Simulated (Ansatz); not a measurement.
RbAu2: rattling a relaxed structure

The cell was found from a structure generator's guess, not taken from experiment.

Level of theory: DFT PBE, scalar-relativistic, plane waves, PAW (Ansatz 0.2.0). Cutoff 420 eV; k points 12×12×10 on the computed 3-atom cell (Γ-centred); Gaussian smearing, width 0.10 eV; no spin polarisation.

The cell below (3 atoms, space group P6/mmm (No. 191)) is relaxed within its symmetry.

```yaml
crystal:
  lattice:
    - [4.72416, 0.00000, 0.00000]
    - [-2.36208, 4.09124, 0.00000]
    - [0.00000, 0.00000, 4.98619]
  atoms:
    - { symbol: Rb, position: [0.00000, 0.00000, 0.50000] }
    - { symbol: Au, position: [0.33333, 0.66667, 0.00000] }
    - { symbol: Au, position: [0.66667, 0.33333, 0.00000] }
```

For the test a repeat of it with 6 atoms (edges 4.72, 4.99, 8.18 Å) was strained at random (σ = 1.5 % a component), the atoms were moved at random (σ = 0.10 Å), and all was relaxed again on a coarse 6×4×4 mesh (in the run’s order of axes) with 0.20 eV smearing, with no symmetry imposed.

These runs have no spin–orbit coupling, which can matter for Au.

**Question.** Does it come back?

**Answer.** It returns, within 1 meV/atom of the unmoved cell on that mesh and with the same symmetry when read at 0.1 Å (P1 at 0.01 Å, so small strains and shifts remain). So it is stable against the distortions that fit this cell and that this random move excites. Modes that don't fit the cell aren't tested.
